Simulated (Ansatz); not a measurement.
## What a change of settings does: Fe (bcc type)

First run: DFT, PBE, PAW with Ansatz's default frozen-core files, scalar-relativistic (Ansatz 0.2.0).

Command: `ansatz run input.yaml --threads 4 --pin off --max-ram 12288MiB --backend cpu --events-out ev --progress --plain --runs-dir out` It took 9.8 s on 4 threads of Arm Neoverse V1, with other jobs on the host, peak memory 0.66 GiB.

```yaml
crystal:
  lattice:
    - [-1.4156766651, 1.4156766651, 1.4156766651]
    - [1.4156766651, -1.4156766651, 1.4156766651]
    - [2.8313533302, 2.8313533302, 0.0]
  atoms:
    - { symbol: Fe, position: [0.0, 0.0, 0.0], spin: 2.5 }
    - { symbol: Fe, position: [0.5, 0.5, 0.5], spin: 2.5 }
magnetization:
  spin_polarized: true
kpoints:
  mp_grid: { grid: [17, 17, 10] }
scf:
  occupations: { method: fermi_dirac, width: 0.1 }
hamiltonian:
  xc: pbe
  pseudopotentials: { kind: paw }
output:
  forces: true
  stress: true
  eigenvalues: true
```

The base cell comes from a relaxation on PAW files under the same functional.

This run: bulk in the slab's orientation.

It converges in 9 SCF iterations at a pressure of 0.06 GPa, cell moment 4.32 μB, cutoff 420 eV.

A second input differs as follows:

```diff
   occupations: { method: fermi_dirac, width: 0.1 }
+  max_iter: 60
 hamiltonian:
   eigenvalues: true
+total_charge: -6
```

What is wrong with it, and what does the program do?

The change was made to test a charge that the system can't hold. The run converges in 13 SCF iterations at a pressure of -205.3 GPa, cell moment 0.00 μB, cutoff 420 eV. A charged periodic cell stands on a neutralising background, which shapes its energy and pressure. Compare each number with the sound run's before taking it for a property of the system. The log ends:
```
--- Stress (GPa, compression-positive) ---
     -205.314547       0.155504       0.000000
        0.155504    -205.314547      -0.000000
       -0.000000       0.000000    -205.181174
  P = ⅓ Tr σ = -205.2701 GPa (-2052.701 kbar)
--- Band table (eV; the first three rows and the last of 972) ---
  k-point 0 ↑: bands = ["-63.4272", "-63.3093", "-30.2269", "-29.8036", "-29.6110", "-29.6078", "-29.6060", "-29.6047", "7.5496", "13.9172", "16.7653", "17.7188", "19.6586", "19.6597", "19.6610", "21.7716", "21.7811", "21.7814", "22.2925", "23.7777", "28.0429", "33.8617", "37.3923", "39.8134", "39.8138", "39.8144"]
  k-point 1 ↑: bands = ["-63.4241", "-63.3124", "-30.2122", "-29.7989", "-29.6204", "-29.6110", "-29.6108", "-29.6079", "7.6599", "13.6553", "16.8588", "17.7596", "19.6027", "19.6369", "19.7377", "21.7150", "21.7695", "21.7840", "22.2677", "23.6331", "28.3684", "34.0127", "37.6359", "39.5455", "39.7785", "39.8966"]
  k-point 2 ↑: bands = ["-63.4158", "-63.3209", "-30.1695", "-29.7850", "-29.6661", "-29.6250", "-29.6108", "-29.6081", "7.9866", "12.9701", "17.1126", "17.8797", "19.4435", "19.5439", "19.9629", "21.5584", "21.7427", "21.7948", "22.2006", "23.2368", "29.2892", "34.4539", "38.3327", "38.7687", "39.5815", "40.1279"]
  k-point 485 ↓: bands = ["-63.2693", "-63.2693", "-30.1305", "-30.1305", "-29.9189", "-29.9189", "-29.8251", "-29.8251", "15.1952", "15.1952", "15.8062", "15.8062", "19.6493", "19.6493", "20.2794", "20.2794", "23.4954", "23.4954", "24.3303", "24.3303", "27.8956", "27.8956", "31.8128", "31.8128", "35.3600", "35.3600"]
```
